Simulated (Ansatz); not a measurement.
Here is the system:

AlNi3 (Cu3Au type)

```xyz
4
Lattice="3.5191 0.0000 0.0000 0.0000 3.5191 0.0000 0.0000 0.0000 3.5191" Properties=species:S:1:pos:R:3 pbc="T T T"
Ni     0.0000     1.7596     1.7596
Ni     1.7596     1.7596     0.0000
Ni     1.7596     0.0000     1.7596
Al     0.0000     0.0000     0.0000
```

This relaxed cell (volume V₀) is scaled evenly in all directions, its shape held. Symmetry pins the atoms to their sites.

These are PBEsol (plane waves to 420 eV, PAW, scalar-relativistic; Ansatz, an electronic-structure program) values and carry that method's errors. k mesh 13×13×13 (Γ-centred), Fermi-Dirac smearing 0.05 eV. The energy includes the smearing's −TS. Stress and pressure are positive under compression. AlNi3 was relaxed with its symmetry unable to fall. Relaxed AlNi3 ends ferromagnetic. Other magnetic orders were not checked, so this need not be the ground state. The zero of ΔE is the relaxed starting cell.

The scan covers V/V₀ from 0.900 to 1.100 in 13 points.

Problem. What is ΔE at V/V₀ = 1.100?

Solution. 58 meV/atom.

Problem. What pressure does the cell carry at V/V₀ = 0.900?

Solution. 27.2 GPa.

Problem. What is ΔE at V/V₀ = 0.900?

Solution. 84 meV/atom.

(Under strain, the slope of the energy per volume gives the stress and its curvature an elastic modulus.)
